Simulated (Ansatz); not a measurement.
**6 guesses for SbP5 and where they end**

Theory: DFT PBE, scalar-relativistic, plane waves, PAW in Ansatz 0.2.0. All cells share a 420 eV cutoff and Γ-centred k meshes spaced at most about 0.3 Å⁻¹ (about 0.25 or finer for metals, 2π included). No spin polarisation in the final relaxations.

Each guess was relaxed in cell and atoms at zero pressure, within the symmetry of its start. These are static total energies at zero pressure. Coordination counts P atoms around Sb (those within 1.25 times the shortest such distance or 1.15 times the sum of covalent radii; a plus sign parts nearer from farther groups; the shortest distance is added where it is long for a bond).

```
guess    made from  start group  V start (Å³/atom)       end group  V end (Å³/atom)  coordination at the end  gap on mesh (eV)  E over the lowest end (meV/atom)
    1  random cell        F-43m               13.1           F-43m             17.6         Sb 16 from 3.1 Å                 0                               310
    2   TmNi5 type       P6/mmm               23.5  P6/mmm (CaCu5)             17.2       Sb 6+12 from 2.9 Å                 0                               232
    3  random cell       P6/mmm               25.8               ?                ?                        ?                 ?                                 ?
    4  random cell         Cmmm               26.6            Cmmm             19.1                   Sb 8+2                 0                                 0
    5   TbCu5 type        F-43m               20.4           F-43m             18.6         Sb 16 from 3.2 Å                 0                               252
    6   Ca5Mg type        P-62m               28.9           P-62m             19.5                    Sb 12                 0                               217
```

Guess 3 as it starts:

```xyz
6
Lattice="4.1302 0.0000 0.0000 -2.0651 3.5768 0.0000 0.0000 0.0000 10.4964" Properties=species:S:1:pos:R:3 pbc="T T T"
Sb    0.0000    0.0000    5.2482
P     0.0000    2.3846    0.0000
P     2.0651    1.1923    0.0000
P     0.0000    0.0000    0.0000
P     0.0000    2.3846    5.2482
P     2.0651    1.1923    5.2482
```

Task: Fill in the missing row: what does this guess relax into, and where does it rank?

Result: It ends in space group P6/mmm (No. 191), with a = 4.801 Å, c = 5.260 Å, 17.5 Å³/atom and no gap. It lies 43 meV/atom over the lowest end, above guess 4 and below guess 6. Counting P atoms around Sb, this end has Sb 8 and the lowest (guess 4) has Sb 8+2. The lowest (guess 4) holds P–P chains (shortest 2.37 Å); in this end the shortest P–P distance is 2.63 Å, near bonding range too.

```yaml
crystal:
  lattice:
    - [4.80055, 0.00000, 0.00000]
    - [-2.40028, 4.15740, 0.00000]
    - [0.00000, 0.00000, 5.26013]
  atoms:
    - { symbol: Sb, position: [0.00000, 0.00000, 0.50000] }
    - { symbol: P, position: [0.33333, 0.66667, 0.00000] }
    - { symbol: P, position: [0.66667, 0.33333, 0.00000] }
    - { symbol: P, position: [0.00000, 0.00000, 0.00000] }
    - { symbol: P, position: [0.33333, 0.66667, 0.50000] }
    - { symbol: P, position: [0.66667, 0.33333, 0.50000] }
```

Energies over the elements count from the elements' standard structures at the same level, with no fitted energy shifts. The references include black phosphorus.

Task: Is the lowest end bound against the elements?

Result: No: its formation energy is +0.48 eV/atom. A positive value: parting into the elements would lower its energy.

For metals, differences of a few meV/atom aren't resolved. Spin–orbit coupling, which can matter for Sb, is left out. The reference form of P is held partly by dispersion forces, which this level lacks. Cells relaxed within their symmetry can be saddle points. A lower structure may well exist outside this small set. Some candidate types were left out of the draw beforehand, so a known form may be missing.
